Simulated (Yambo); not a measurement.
CsLiSO$_{5}$H$_{4}$ (space group Cm, No. 8), G0W0@PBEsol in Yambo with this input:

```
rim_cut
gw0
dyson
el_el_corr
HF_and_locXC
ppa
em1d
RandQpts= 1000000
RandGvec= 1 Ry
EXXRLvcs= 84 Ry
VXCRLvcs= 336 Ry
Chimod= "HARTREE"
% BndsRnXp
 2 | 226 |
%
NGsBlkXp= 7 Ry
% LongDrXp
 1.0 | 1.0 | 1.0 |
%
PPAPntXp= 27.2114 eV
% GbndRnge
 1 | 226 |
%
GTermKind= "BG"
DysSolver= "n"
ExtendOut
```

On a 2×2×2 mesh, with wavefunctions cut at 84 Ry, the gap ((-0.5, -0.5, -0.5) → Γ) is 6.757 eV and the valence edge shifts by -1.434 eV.

What happens with this change: 106 bands in W?

The gap rises by 0.031 eV, to 6.788 eV; the shift of the valence edge becomes -1.316 eV. Neither run is shown to be the converged limit.

Geometry of the Materials Project entry, not relaxed at this level; primitive cell a = b = 6.710 Å, c = 4.812 Å, α = β = 107.13°, γ = 50.65°.

A shift is the quasiparticle energy of the state minus its PBEsol energy.
